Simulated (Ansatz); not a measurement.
Bi2SO2:
```
CELL_PARAMETERS angstrom
      3.82307     0.00000     0.00000
      0.00000    11.90603     0.00000
      0.00000     0.00000     3.81924
ATOMIC_POSITIONS crystal
  Bi 0.47257 0.85771 0.50000
  Bi 0.52743 0.14229 0.50000
  Bi 0.97257 0.64229 0.00000
  Bi 0.02743 0.35771 0.00000
  S  0.00000 0.00000 0.00000
  S  0.50000 0.50000 0.50000
  O  0.47999 0.74990 0.00000
  O  0.52001 0.25010 0.00000
  O  0.97999 0.75010 0.50000
  O  0.02001 0.24990 0.50000
```

PBEsol (plane waves, PAW; program Ansatz) gives a gap of 0.77 eV without spin–orbit coupling, maximum at S, minimum at Γ.

### Question
What happens when spin–orbit coupling is switched on?

### Answer
The gap shrinks by 0.24 eV, to 0.53 eV; maximum at S, minimum at Γ.

### Question
Give the electron effective mass with spin–orbit coupling.

### Answer
0.15, 0.15, 0.34 mₑ (principal values).

Space group Pnnm. The workflow started from a Materials Project entry (that database holds measured and hypothetical structures alike); the Crystallography Open Database copy checked does not list it. Whether it is the stable phase at ambient conditions was not checked. The cell was relaxed with PBEsol under the symmetry of its start; its stability against distortions is not shown here.

Potentials: the later of the program's two PAW sets.
